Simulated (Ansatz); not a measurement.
A crystal relaxed with r2SCAN in the plane-wave code Ansatz has space group I-4m2 (No. 119) and a = 2.842 Å, c = 12.134 Å.

```csv
atom,site,x,y,z
N,4e,0.0000,0.0000,0.1801
B,2c,0.0000,0.5000,0.2500
B,4f,0.5000,0.0000,0.3903
Xx,2b,0.5000,0.5000,0.0000
```

The r2SCAN gap is indirect, 1.19 eV (M–S (0.94 of the way from M) to M), below the direct gap of 1.43 eV at Γ. With HSE06 the valence top lies at M–S (0.94 of the way from M) and the conduction bottom at M, 1.70 eV higher; the smallest vertical gap, at Γ, is 1.96 eV. Meshes: r2SCAN 12×12×12, HSE06 8×8×8.

Task: Which element is Xx?
A. As
B. Sb
C. P
D. Bi

Result: A. Xx is As: B3AsN2 as one 6-atom ordering (I-4m2) on the zincblende lattice. Around N lie 4 B at 1.66 Å; around B lie 4 N at 1.66 Å; around B lie 2 N at 1.66 Å and 2 As at 1.95 Å; around As lie 4 B at 1.95 Å and 4 As at 2.84 Å.

Spin-unpolarised throughout. Whether this structure exists isn't addressed.

The runs are scalar-relativistic, without spin-orbit coupling.

Where an edge lies off the special points, it is a point of the mesh or the k point where a search put PBE's edge or least direct gap, reused for the other functionals, whose own edges may lie a little apart.
